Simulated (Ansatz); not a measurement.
The guess for In₂TeO₂ was made by a generator: random cell by space group and Wyckoff sites (P4/mmm, No. 123). Its size is a rough estimate.

```xyz
5
Lattice="4.8402 0.0000 0.0000 0.0000 4.8402 0.0000 0.0000 0.0000 4.8489" Properties=species:S:1:pos:R:3 pbc="T T T"
In    0.0000    0.0000    2.4244
In    0.0000    0.0000    0.0000
Te    2.4201    2.4201    2.4244
O     2.4201    2.4201    4.1255
O     2.4201    2.4201    0.7234
```

The calculation used DFT PBE, scalar-relativistic, plane waves, PAW (Ansatz 0.2.0). Cutoff 420 eV, Gaussian smearing, Γ-centred meshes. Cell and atoms relax first on a coarse mesh and then on a finer one. In between, the cell is made exact in the group found at 0.06 Å. In metals the finer mesh still leaves noise of several meV/atom or more. The steps can't lower the symmetry of their start. No spin polarisation.

A guess keeps its type if space group and coordination stay and the shape of the cell changes little (axis ratios within about 15 %, angles within 6°); the volume may change.

**Question.** Does this structure survive the relaxation?

**Answer.** It doesn't keep its type. The symmetry stays P4/mmm (No. 123). The volume per atom shrinks by 0.5 %, from 22.7 to 22.6 Å³. The shortest distance goes from 1.45 Å (O–O) to 2.01 Å (Te–O). The ratio c/a of the conventional cell changes by a factor of 1.62. Counting neighbours within 15 % of an atom's shortest distance, the start has In 2, O 1, Te 2 and the end In 6/10, O 1, Te 2. In detail, at the end In on its first site is surrounded by 4 Te at 2.91 Å, 2 In at 3.34 Å and 8 O at 3.53 Å; around Te lie 2 O at 2.01 Å and 4 In at 2.91 Å; O has 1 Te at 2.01 Å, 1 O at 2.67 Å, 4 In at 3.20 Å and 4 In at 3.53 Å; 1 more site not described.

Space group P4/mmm (No. 123). a = 4.111 Å, b = 4.111 Å, c = 6.686 Å, α = 90.00°, β = 90.00°, γ = 90.00°
| atom | site | symmetry | x | y | z |
| --- | --- | --- | --- | --- | --- |
| In | 1b | 4/mmm | 0.0000 | 0.0000 | 0.5000 |
| In | 1a | 4/mmm | 0.0000 | 0.0000 | 0.0000 |
| Te | 1d | 4/mmm | 0.5000 | 0.5000 | 0.5000 |
| O | 2h | 4mm | 0.5000 | 0.5000 | 0.8005 |

The last run used a 10×10×6 mesh (in the run's order of axes) for its 5-atom cell and Gaussian smearing of 0.10 eV. Spin–orbit coupling, which can matter for Te, is left out. A structure relaxed within its symmetry needn't be a true minimum. Another cell of In2TeO2 relaxed alike, in P-3m1, lies 0.82 eV/atom lower, so this cell isn't the stable form at this level.

In counts of neighbours, a slash parts the counts of unlike sites.
